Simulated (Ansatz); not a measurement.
# Choice of functional: SbAu

```
CELL_PARAMETERS angstrom
0.00000 3.11088 3.11088
3.11088 0.00000 3.11088
3.11088 3.11088 0.00000
ATOMIC_POSITIONS crystal
Au 0.00000 0.00000 0.00000
Sb 0.25000 0.25000 0.25000
```

Atoms are numbered in the order listed.

The cell was built from the zincblende type and relaxed in the same program, and has space group F-43m; it needn't be a known or the stable phase.

No spin–orbit coupling, which matters for the heavy atoms here.

One fixed cell is solved with several functionals by PAW with the default files in Ansatz 0.2.0, scalar-relativistically. A positive pressure means that the functional wants a larger cell.

The PAW files were made with PBE; their cores are remade for each functional.

The runs use a Γ-centred 10×10×10 k mesh, Fermi–Dirac smearing of 0.08 eV, cutoff 420 eV, no spin polarisation.

Cutoffs: PBE 420 eV, LDA 420 eV, PBEsol 420 eV, r²SCAN 500 eV.

| setting | P (GPa) | lowest level at Γ above −25 eV, from the valence-band top or, without a gap, the Fermi level (eV) |
| --- | --- | --- |
| PBE | ? | -10.62 |
| LDA | ? | -10.67 |
| PBEsol | -3.23 | -10.63 |
| r²SCAN | -2.27 | -11.04 |

(1) Give the missing entry: row "LDA", column "P (GPa)".

(2) Give the missing entry: row "PBE", column "P (GPa)".

Answers

(1) -4.95.

(2) -0.03.
